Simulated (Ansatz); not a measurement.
Input and command of a plane-wave DFT calculation in Ansatz:

```yaml
crystal:
  lattice:
    - [3.033436947, 0.0, 0.0]
    - [0.0, 3.033436947, 0.0]
    - [0.0, 0.0, 4.1825850613]
  atoms:
    - { symbol: Zr, position: [0.5, 0.5, 0.5] }
    - { symbol: Hg, position: [0.0, 0.0, 0.0] }
basis:
  ecutwfc: 420
kpoints:
  mp_grid: { grid: [14, 14, 10] }
hamiltonian:
  xc: pbesol
scf:
  occupations: { method: gaussian, width: 0.1 }
output:
  forces: true
  stress: true
  eigenvalues: true
  write_density: true
  write_potential: true
  elf: true
  volumetric_format: npy
relax:
  adjacent_minimum: "off"
  f_tol: 0.01
  max_steps: 30
  cell: { stress_tol: 0.1, fix: [volume] }
```

```bash
ansatz run input.yaml --threads 1 --pin off --max-ram 2560MiB --backend cpu --events-out ev --progress --plain --runs-dir out
```

Processor: Arm Neoverse V2, 1 thread, on a host shared with other jobs.

Estimate time, memory and problem size.

About 22 s on 1 thread of Arm Neoverse V2, with other jobs on the host, peak memory 0.44 GiB. It solves 20 bands at 216 k points (the mesh reduced by symmetry) with about 751 plane waves, in 15 SCF iterations over 3 ionic steps.
